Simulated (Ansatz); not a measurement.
# Surface calculation: zincblende GaAs (110), 3 layers

The slab is cut from the zincblende crystal, which needn't be the stable phase, as relaxed on PAW files (21.99 Å³/atom), with 16 Å of vacuum and a dipole correction:

```
CELL_PARAMETERS angstrom
3.96195 0.00000 0.00000
0.00000 5.60305 0.00000
0.00000 0.00000 19.96200
ATOMIC_POSITIONS crystal
Ga 0.25000 0.12500 0.40076
As 0.75000 0.87500 0.40076
Ga 0.75000 0.62500 0.50000
As 0.25000 0.37500 0.50000
Ga 0.25000 0.12500 0.59924
As 0.75000 0.87500 0.59924
```

Computed with Ansatz 0.2.0; functional LDA, scalar-relativistic. Settings: a Γ-centred 7×5×1 k mesh, Fermi–Dirac smearing of 0.02 eV, no spin polarisation. Methods: LAPW: all electrons, basis error target 1 meV/atom; PAW: frozen-core files, cutoff 420 eV.

The bulk energy comes from a cell in the slab's orientation on a 7×5×7 mesh. The surface energy is (E(slab) − N·E(bulk))/2A at zero smearing, the mean of both faces; thin slabs carry quantum-size effects.

The PAW files were made under PBE.

Task: As cut, the LAPW slab lies 3.610 eV above 6 atoms of bulk. What surface energy is that?

Result: Over two faces of 22.20 Å² it is 81.3 meV/Å², and times 16.02 J/m² per eV/Å² that gives γ = 1.303 J/m².

| method | γ as cut (J/m²) | γ relaxed (J/m²) | Φ as cut (eV) |
| --- | --- | --- | --- |
| LAPW | 1.303 | ? | ? |

Task: Fill in "γ relaxed (J/m²)" for the row "LAPW".

Result: 0.839.

Task: What belongs in the row "LAPW", column "Φ as cut (eV)"?

Result: 5.01.

Task: How do the spacings between the planes relax?

Result: From the bottom face up: d12 -3.5 % of 1.981 Å, d23 -3.5 % of 1.981 Å. The outer plane rumples by 0.608 Å.

Task: Where do the band edges lie?

Result: On the k mesh: gap 0.24 eV, valence top 5.17 eV below the vacuum level.

Task: A core hole in the 2p shell of Ga is made on one Ga atom of each kind in every 1×1 cell (PAW hole dataset, neutral cell, valence without spin). What does it cost by layer?

Result: layer 1 1120.89 eV, layer 2 1120.88 eV. Shifts between layers mean more than the absolute values, and a whole layer of holes screens otherwise than one hole.
